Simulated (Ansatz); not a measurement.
Relaxed candidate structures of V$_{2}$O$_{5}$:

A. Pmmn, origin choice 1 (No. 59), oP14; a = 3.5372 Å, b = 11.5145 Å, c = 4.3651 Å, α = 90.00°, β = 90.00°, γ = 90.00°; V 4e (0.500, 0.351, 0.112); O 2a (0.000, 0.000, 0.993); O 4e (0.000, 0.146, 0.526); O 4e (0.000, 0.318, 0.006)

B. P2₁/m (No. 11), mP14; a = 6.247 Å, b = 3.540 Å, c = 7.708 Å, α = 90.00°, β = 91.01°, γ = 90.00°; V 2e (0.253, 0.250, 0.742); V 2e (0.196, 0.750, 0.091); O 2e (0.744, 0.250, 0.179); O 2e (0.044, 0.750, 0.275); O 2e (0.443, 0.750, 0.163); O 2e (0.145, 0.250, 0.030); O 2e (0.312, 0.250, 0.546)

Task: Put the candidates in order of energy per atom, lowest first, for PBEsol (plane waves to 420 eV, PAW, scalar-relativistic; Ansatz, a quantum-chemistry and plane-wave program).

Result: A (reference, the lowest among the structures calculated here), B (+0.008 eV/atom)

Task: Give each candidate's band gap.

Result: No candidate is metallic. A: 1.82 eV (no spin-orbit coupling); B: 1.52 eV (no spin-orbit coupling).

Each run could gain symmetry but not lose that of its start, so entries can be saddle points.  Static energies at zero pressure. No spin polarisation in the result. The d or f electrons are treated with no Hubbard U. Without a van der Waals term the distances between weakly bound units are poorly fixed. Gaps of cells over 8 atoms come from the SCF mesh and high-symmetry points alone.
